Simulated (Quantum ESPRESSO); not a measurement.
**NMR parameters of Ga₂O₃**

```
CELL_PARAMETERS angstrom
      2.49870     1.44263     4.48355
     -2.49870     1.44263     4.48355
      0.00000    -2.88525     4.48355
ATOMIC_POSITIONS crystal
  Ga 0.85559 0.85559 0.85559
  Ga 0.14441 0.14441 0.14441
  Ga 0.64441 0.64441 0.64441
  Ga 0.35559 0.35559 0.35559
  O  0.75000 0.44684 0.05316
  O  0.25000 0.55316 0.94684
  O  0.05316 0.75000 0.44684
  O  0.94684 0.25000 0.55316
  O  0.44684 0.05316 0.75000
  O  0.55316 0.94684 0.25000
```
Geometry: a computed entry of the Materials Project; it was not checked against measured cells. It is Ga2O3 in R-3c. Stability against distortions was not tested.

Computed: shieldings by GIPAW with PBE in a modified build of Quantum ESPRESSO, on JTH PAW datasets, 22.5 Ha, k-mesh 5×5×5 shifted, f-sum rule met within 0.015 %.

| site | site symmetry | σ_iso (ppm) | span Ω (ppm) |
|---|---|---|---|
| Ga (atoms 1, 2, 3, 4) | 3 | 1641 | 69 |
| O (atoms 5, 6, 7, 8, 9, 10) | 2 | 88 | 51 |

Ω = σ33 − σ11 of the symmetric part; where symmetry doesn't make it nil, it is less certain than σ_iso.

Shieldings are absolute and leave out the bulk-susceptibility term; a larger σ means a smaller chemical shift. In our sweeps, cutoffs and meshes of this size left a few ppm, and up to some 20 ppm on atoms from Zn on.
